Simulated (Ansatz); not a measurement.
ZrC$_{2}$ in Ansatz, relaxation

The command:

```bash
ansatz run input.yaml --threads 2 --pin off --max-ram 2560MiB --backend cpu --events-out ev --progress --plain --runs-dir out
```

Input:

```yaml
crystal:
  lattice:
    - [3.064259, 0.0, 0.0]
    - [-1.532129, 2.653726, 0.0]
    - [0.0, 0.0, 3.396057]
  atoms:
    - { symbol: Zr, position: [0.0, 0.0, 0.0] }
    - { symbol: C, position: [0.3333, 0.6667, 0.5] }
    - { symbol: C, position: [0.6666, 0.3333, 0.5] }
  symmetry: { tolerance: 0.0003 }
kpoints:
  mp_grid: { grid: [11, 11, 9], shift: [0, 0, 0] }
magnetization:
  spin_polarized: false
scf:
  occupations: { method: fermi_dirac }
  lower_state_search: "off"
hamiltonian:
  pseudopotentials: { kind: paw }
  xc: r2scan
basis:
  ecutwfc: 500
  fft_grid_basis: typed
relax:
  max_steps: 80
  cell: { p_target: 0.0 }
output:
  forces: true
  stress: true
  eigenvalues: true
  bader: true
  populations: true
  elf: true
  write_potential: true
  volumetric_format: npy
  dos:
    e_range: [-12, 8]
    de: 0.05
    projected: { site_lists: { C: [C], Zr: [Zr] } }
  write_density: true
checkpoint:
  read: saved_state
```

Origin of the cell: a known structure type with other elements, at an estimated volume, so it need not be a known compound.

The smearing width isn't typed, so it takes its default of 0.1 eV.

The saved state is a converged single point of the same cell.

Steps («new basis» is an SCF on plane waves selected anew at the same cell):

```csv
step,ΔF (meV/atom),max force component (eV/Å),P (GPa),volume (Å³),SCF iterations,step was
1,0.0,0.000,10.00,27.62,5,accepted
2,-21.2,0.000,3.58,28.51,6,accepted
3,-34.5,0.000,0.77,29.59,7,accepted
4,-38.5,0.000,-0.09,29.42,6,accepted
5,-38.7,0.000,0.02,29.46,5,accepted
6,-39.2,0.000,0.04,29.46,7,new basis
```

The starting structure.

Space group P6/mmm (No. 191); the run's cell has a = 3.064 Å, b = 3.064 Å, c = 3.396 Å, α = 90.00°, β = 90.00°, γ = 120.00°. Shortest distances: C–C 1.77 Å, C–Zr 2.45 Å, Zr–Zr 3.06 Å.

The relaxed structure.

Space group P6/mmm (No. 191); the run's cell has a = 3.220 Å, b = 3.220 Å, c = 3.281 Å, α = 90.00°, β = 90.00°, γ = 120.00°. Shortest distances: C–C 1.86 Å, C–Zr 2.48 Å, Zr–Zr 3.22 Å.

```xyz
3
Lattice="3.2202 0.0000 0.0000 -1.6101 2.7888 0.0000 0.0000 0.0000 3.2806" Properties=species:S:1:pos:R:3 pbc="T T T"
Zr    0.0000    0.0000    0.0000
C     0.0000    1.8592    1.6403
C     1.6101    0.9296    1.6403
```

- Free energy lowered by: 39.2 meV/atom
- Volume change: 6.68 %
- Final pressure: 0.04 GPa
- Relaxation steps listed: 6

Caveats: no moments, though an odd count or open d shells may carry them; the relaxation held the start's symmetry, so the end may be a saddle point.

It ran for 43 s on 2 threads of Arm Neoverse N1, with other jobs on the host, peak memory 0.42 GiB, from a saved density.
